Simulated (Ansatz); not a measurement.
A geometry of ScIr away from equilibrium: step 17 of the relaxation of a generated trial cell of ScIr in the AFLOW prototype AB_hP6_154_a_b (B9, as in HgS). Level of theory: PBEsol (plane waves to 420 eV, PAW, scalar-relativistic; Ansatz, a quantum-chemistry and plane-wave program). Γ-centred k-mesh 10×10×4 on the run's cell (coarser than for final values), Fermi–Dirac smearing 0.05 eV.

```
CELL_PARAMETERS angstrom
      4.43273     0.00000     0.00000
     -2.21637     3.83886     0.00000
      0.00000     0.00000     5.60269
ATOMIC_POSITIONS crystal
  Ir 0.66667 0.00000 0.66667
  Ir 0.00000 0.66667 0.33333
  Ir 0.33333 0.33333 0.00000
  Sc 0.66667 0.00000 0.16667
  Sc 0.00000 0.66667 0.83333
  Sc 0.33333 0.33333 0.50000
```

Q: Which atoms carry the largest force, and which way does it point?

A: No atom: all forces are below 0.005 eV/Å; only the cell is out of equilibrium.

Q: What is the pressure?

A: +4.1 GPa, compression positive.

Q: How much energy per atom can still be gained by relaxing?

A: 0.01 eV/atom; the path ends in Pm-3m (No. 221) (CsCl type).

No spin polarisation in the result.

The run could not lose the symmetry of its start.
